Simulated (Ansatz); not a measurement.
Time and memory for TiTl2I6O18

```yaml
crystal:
  lattice:
    - [5.6312006778, 3.2511752272, 3.7470968601]
    - [-5.6312006778, 3.2511752272, 3.7470968601]
    - [0.0, -6.5023504544, 3.74709686]
  atoms:
    - { symbol: Ti, position: [0.5, 0.5, 0.5] }
    - { symbol: Tl, position: [0.8310449067, 0.8310449067, 0.8310449067] }
    - { symbol: Tl, position: [0.1689550933, 0.1689550933, 0.1689550933] }
    - { symbol: I, position: [0.7049203096, 0.1239830861, 0.3398162741] }
    - { symbol: I, position: [0.3398162741, 0.7049203096, 0.1239830861] }
    - { symbol: I, position: [0.1239830861, 0.3398162741, 0.7049203096] }
    - { symbol: I, position: [0.2950796904, 0.8760169139, 0.6601837259] }
    - { symbol: I, position: [0.6601837259, 0.2950796904, 0.8760169139] }
    - { symbol: I, position: [0.8760169139, 0.6601837259, 0.2950796904] }
    - { symbol: O, position: [0.5482517356, 0.2982120806, 0.3357741849] }
    - { symbol: O, position: [0.3357741849, 0.5482517356, 0.2982120806] }
    - { symbol: O, position: [0.2982120806, 0.3357741849, 0.5482517356] }
    - { symbol: O, position: [0.4517482644, 0.7017879194, 0.6642258151] }
    - { symbol: O, position: [0.6642258151, 0.4517482644, 0.7017879194] }
    - { symbol: O, position: [0.7017879194, 0.6642258151, 0.4517482644] }
    - { symbol: O, position: [0.9077192196, 0.2916213863, 0.3928879518] }
    - { symbol: O, position: [0.3928879518, 0.9077192196, 0.2916213863] }
    - { symbol: O, position: [0.2916213863, 0.3928879518, 0.9077192196] }
    - { symbol: O, position: [0.0922807804, 0.7083786137, 0.6071120482] }
    - { symbol: O, position: [0.6071120482, 0.0922807804, 0.7083786137] }
    - { symbol: O, position: [0.7083786137, 0.6071120482, 0.0922807804] }
    - { symbol: O, position: [0.6859769116, 0.0798355174, 0.0962098378] }
    - { symbol: O, position: [0.0962098378, 0.6859769116, 0.0798355174] }
    - { symbol: O, position: [0.0798355174, 0.0962098378, 0.6859769116] }
    - { symbol: O, position: [0.3140230884, 0.9201644826, 0.9037901622] }
    - { symbol: O, position: [0.9037901622, 0.3140230884, 0.9201644826] }
    - { symbol: O, position: [0.9201644826, 0.9037901622, 0.3140230884] }
kpoints:
  mp_grid: { grid: [3, 3, 3] }
scf:
  occupations: { method: fermi_dirac, width: 0.02 }
hamiltonian:
  xc: pbe
  pseudopotentials: { kind: paw }
output:
  forces: true
  stress: true
  populations: true
  efg:
    quadrupole_moments_barn: { Ti: 0.247, I: -0.68822, O: -0.02558 }
    contact_densities: true
```

```sh
ansatz run input.yaml --threads 2 --pin off --max-ram 5120MiB --backend cpu --events-out ev --progress --plain --runs-dir out
```

It runs on 2 threads of Intel Xeon Processor @ 2.50GHz (Skylake/Cascade Lake) (x86_64; 62 cores open to the job, memory cap 5.0 GiB, no GPU), a shared host with a load of 0.8 a core.

(1) How much time and memory should be set aside?

Answers

(1) About 39 s of wall time (73 s of CPU time) and 1.2 GiB. The run holds 248 valence electrons in 151 bands, about 8083 plane waves a k-point and 6 irreducible k-points, and took 10 SCF iterations. Times on a shared host vary by tens of per cent.
